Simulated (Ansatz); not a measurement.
**Eigenvalues along a path: Sr (sc type)**

```
Sr
1.0
     2.68538    0.00000    0.00000
     0.00000    2.68538    0.00000
     0.00000    0.00000    2.68538
Sr
1
Direct
  0.00000 0.00000 0.00000
```

The cell comes from a relaxation on PAW files under the same functional, begun from a prototype that needn't be the stable phase.

Computed with Ansatz 0.2.0; functional LDA, scalar-relativistic. Settings: a Γ-centred 10×10×10 k mesh, Fermi–Dirac smearing of 0.05 eV, no spin polarisation. Methods: LAPW: all electrons, basis error target 1 meV/atom.

This run: volume at 0.4 of the series' base cell.

The structure type is held throughout; the real material can change phase at far lower pressure.

Path points, in fractions of the reciprocal vectors: Γ (0.000, 0.000, 0.000), X (0.000, 0.500, 0.000), M (0.500, 0.500, 0.000), R (0.500, 0.500, 0.500). The distance column jumps between branches of the path. Levels in eV from the Fermi level; bands 11 to 16, counted from the lowest band of the run. The gap is zero, the pressure 46.1 GPa.

```
# k(1/Å) point b11 b12 b13 b14 b15 b16
0.000 Γ -16.29 -16.29 -16.29 -3.11 -0.74 -0.74
0.146 - -16.52 -16.27 -16.27 -2.94 -0.69 -0.48
0.292 - -17.14 -16.22 -16.22 -2.54 -0.55 0.31
0.439 - -17.97 -16.14 -16.14 -2.05 -0.34 1.50
0.585 - -18.84 -16.04 -16.04 -1.50 -0.06 2.79
0.731 - -19.64 -15.94 -15.94 -0.89 0.25 3.66
0.877 - -20.28 -15.85 -15.85 -0.25 0.53 3.82
1.024 - -20.68 -15.79 -15.79 0.33 0.74 3.51
1.170 X -20.82 -15.77 -15.77 0.60 0.81 3.30
1.316 - -20.79 -15.98 -15.76 0.73 1.10 2.60
1.462 - -20.70 -16.53 -15.71 0.91 1.28 2.09
1.609 - -20.57 -17.28 -15.63 -0.09 1.17 3.59
1.755 - -20.41 -18.09 -15.54 -1.35 1.49 5.36
1.901 - -20.24 -18.83 -15.45 -2.41 1.86 6.32
2.047 - -20.08 -19.43 -15.37 -3.21 2.22 6.58
2.194 - -19.98 -19.81 -15.32 -3.71 2.49 6.77
2.340 M -19.94 -19.94 -15.30 -3.89 2.59 6.84
2.547 - -19.86 -19.84 -15.34 -3.55 2.39 6.87
2.753 - -19.60 -19.53 -15.45 -2.58 1.84 6.98
2.960 - -19.16 -19.04 -15.61 -1.23 1.18 6.49
3.167 - -18.56 -18.40 -15.80 -0.50 1.08 4.46
3.374 - -17.84 -17.69 -15.99 -1.10 1.01 2.47
3.581 - -17.10 -17.00 -16.15 -1.96 0.11 0.80
3.787 - -16.52 -16.49 -16.26 -2.77 -0.53 -0.34
3.994 Γ -16.29 -16.29 -16.29 -3.11 -0.74 -0.74
4.248 - -16.52 -16.47 -16.47 -2.60 -0.29 -0.29
4.501 - -17.06 -16.92 -16.92 -1.31 0.96 0.96
4.754 - -17.70 -17.51 -17.51 -0.11 2.69 2.69
5.007 - -18.27 -18.08 -18.08 -0.14 3.02 3.02
5.261 - -18.70 -18.56 -18.56 -0.87 1.29 1.29
5.514 - -18.98 -18.91 -18.91 -1.38 -0.18 -0.18
5.767 - -19.13 -19.12 -19.12 -1.47 -1.10 -1.10
6.021 R -19.18 -19.18 -19.18 -1.42 -1.42 -1.42
6.227 - -19.25 -19.10 -19.08 -1.52 -1.27 -1.08
6.434 - -19.43 -18.83 -18.79 -1.67 -0.84 -0.09
6.641 - -19.70 -18.40 -18.33 -1.60 -0.12 1.42
6.848 - -20.02 -17.82 -17.73 -1.18 0.86 3.11
7.055 - -20.33 -17.14 -17.06 -0.37 2.08 3.49
7.261 - -20.59 -16.48 -16.42 0.79 2.18 2.34
7.468 - -20.76 -15.97 -15.95 1.03 1.21 2.23
7.675 X -20.82 -15.77 -15.77 0.60 0.81 3.30
9.329 R -19.18 -19.18 -19.18 -1.42 -1.42 -1.42
9.476 - -19.22 -19.22 -19.06 -1.57 -1.25 -1.25
9.622 - -19.30 -19.30 -18.70 -1.96 -0.74 -0.74
9.768 - -19.43 -19.43 -18.13 -2.44 0.07 0.07
9.914 - -19.58 -19.58 -17.43 -2.92 1.17 1.17
10.061 - -19.72 -19.72 -16.68 -3.32 2.52 2.52
10.207 - -19.84 -19.84 -15.99 -3.63 3.97 4.06
10.353 - -19.91 -19.91 -15.49 -3.82 2.95 5.72
10.499 M -19.94 -19.94 -15.30 -3.89 2.59 6.84
```
